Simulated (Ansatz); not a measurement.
**PtSe$_{2}$ as a free-standing sheet: computed properties**

PtSe$_{2}$:
```yaml
crystal:
  lattice:
    - [3.74828, 0.00000, 0.00000]
    - [-1.87414, 3.24610, 0.00000]
    - [0.00000, 0.00000, 32.00000]
  atoms:
    - { symbol: Se, position: [0.66667, 0.33333, 0.54088] }
    - { symbol: Pt, position: [0.00000, 0.00000, 0.50000] }
    - { symbol: Se, position: [0.33333, 0.66667, 0.45912] }
```
Free-standing layer in the xy plane with vacuum along z and no interaction between images.

Method: the program Ansatz at the PBE level (PAW). Lattice and atoms are relaxed at this level; other levels are named.

### Structure

```yaml
In-plane lattice: a = 3.748 Å
distance_between_the_outermost_nuclei: 2.62 Å
```

### Electronic structure

```yaml
band_gap: 1.38 eV (indirect)
valence_band_maximum: on the K–Γ line, 55 % of the way from K
conduction_band_minimum: on the Γ–M line, 46 % of the way from Γ
Ionisation potential (Kohn–Sham): 5.73 eV
Electron affinity (Kohn–Sham): 4.35 eV
Electron effective mass, in the valley on the Γ–M line, 46 % of the way from Γ: 0.48 along x, 0.22 along y (mₑ)
Hole effective mass, in the valley on the K–Γ line, 55 % of the way from K: 0.69 along x, 0.77 along y (mₑ)
Electron effective mass with spin–orbit coupling, in the valley on the Γ–M line, 46 % of the way from Γ: 0.49 along x, 0.23 along y (mₑ)
Hole effective mass with spin–orbit coupling, in the valley at Γ: 3.1 mₑ
Gap with spin–orbit coupling: 1.21 eV
```

Space group P-3m1 (1T). A layer that has been made, often on a substrate. Symmetry was held in the PBE relaxation; whether a distortion lowers the energy is not shown. The run is not spin-polarised. Spin–orbit coupling is left out wherever it is not named.

Potentials: the later of the program's two PAW sets.
